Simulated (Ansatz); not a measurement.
SiC:
Space group P6₄22 (No. 181); a = b = 3.073 Å, c = 7.039 Å, α = β = 90.00°, γ = 120.00°

```tsv
atom	site	symmetry	x	y	z
Si	3c	222	0.5000	0.0000	0.0000
C	3d	222	0.5000	0.0000	0.5000
```

Relaxed with r²SCAN. 

Problem. HSE06 on this cell (Ansatz, an electronic-structure program, PAW) gives a gap of 1.65 eV. What does r²SCAN give?

Solution. 1.18 eV.

Cost on shared cores: the r²SCAN run (SCF on a 10×10×4 mesh, then bands and DOS) roughly 60 core-seconds, the HSE06 run (SCF on 6×6×3, then a few points) about 2.5 core-minutes (a rough figure); the tasks are unlike.

Space group P6_422. The start of the workflow was typed in or built on a structure type; neither database checked (COD, Materials Project) lists it. It is not the phase usual at ambient conditions (space group No. 186, 216). The cell was relaxed with r²SCAN under the symmetry of its start; whether a distortion lowers the energy is not shown. Its formation energy is positive at this level, so the cell may be metastable or incomplete.

Potentials: the later of the program's two PAW sets.

Ansatz is a plane-wave DFT program.
